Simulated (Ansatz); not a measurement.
LiNi2P2:
```
CELL_PARAMETERS angstrom
     -1.86849     1.86849     4.56431
      1.86849    -1.86849     4.56431
      1.86849     1.86849    -4.56431
ATOMIC_POSITIONS crystal
  Li 0.00000 0.00000 0.00000
  P  0.38154 0.38154 0.00000
  P  0.61846 0.61846 0.00000
  Ni 0.75000 0.25000 0.50000
  Ni 0.25000 0.75000 0.50000
```

Relaxed with r²SCAN.

Give the Bader charges and basin volumes of the independent atoms, the program Ansatz at the r²SCAN level (PAW).



```tsv
atom	Bader charge (e)	Bader volume (Å³)
Li1	+0.89	3.6
P2	-0.52	17.9
Ni4	+0.08	12.2
```

Space group I4/mmm. The workflow started from an entry of the Crystallography Open Database (COD). Its standing as an ambient phase is unchecked. Symmetry was held in the r²SCAN relaxation; its stability against distortions is not shown here. The workflow began spin-polarised and lost its moments.

Potentials: the later of the program's two PAW sets.
